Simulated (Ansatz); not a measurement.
Relaxed-ion elastic tensor of Bi (A7 (α-As type), R-3m) in GPa (Voigt order), PBEsol (plane waves, PAW; program Ansatz); density 10.08 g/cm³, 34.43 Å³ per atom.

```
70.8  32.3  27.6  -5.7   0.0   0.0
32.3  70.8  27.6   5.7   0.0   0.0
27.6  27.6  41.1   0.0   0.0   0.0
-5.7   5.7   0.0  10.1   0.0   0.0
 0.0   0.0   0.0   0.0  10.1  -5.7
 0.0   0.0   0.0   0.0  -5.7  19.2
```

Question: Is the crystal mechanically stable?

Answer: Yes: the smallest eigenvalue of C is 7.4 GPa.

Question: Work out the Voigt, Reuss and Hill averages.

Answer: K_V = 39.7, K_R = 36.2, K_H = 38.0; G_V = 14.2, G_R = 11.1, G_H = 12.7 GPa.

Question: Give Young's modulus, Poisson's ratio, Pugh's ratio and the universal anisotropy index.

Answer: E = 9KG/(3K + G) = 34.2 GPa; ν = 0.35; K/G = 3.00 (ductile by the Pugh limit of 1.75); A_U = 5G_V/G_R + K_V/K_R − 6 = 1.50.

Question: Estimate the sound speeds and the Debye temperature.

Answer: v_l = √((K + 4G/3)/ρ) = 2330 m/s, v_t = √(G/ρ) = 1120 m/s, mean 1260 m/s; Θ = (h/k)(3n/4πV)^(1/3) v_m = 115 K.

Question: How much does each axis shrink under pressure?

Answer: Linear compressibilities β_i = Σ_j S_ij (j = 1 to 3): x 5.0, y 5.0, z 18 per TPa.

The cell was relaxed with PBEsol under the symmetry of its start. As this level gives no gap, shear constants depend on the k-mesh and smearing (Fermi–Dirac, 0.1 eV here). Spin–orbit coupling is left out wherever it is not named.

Potentials: the earlier of the program's two PAW sets. The files were generated under PBE; for other functionals the program regenerates the frozen cores, and for LDA and PBEsol the local potential too.
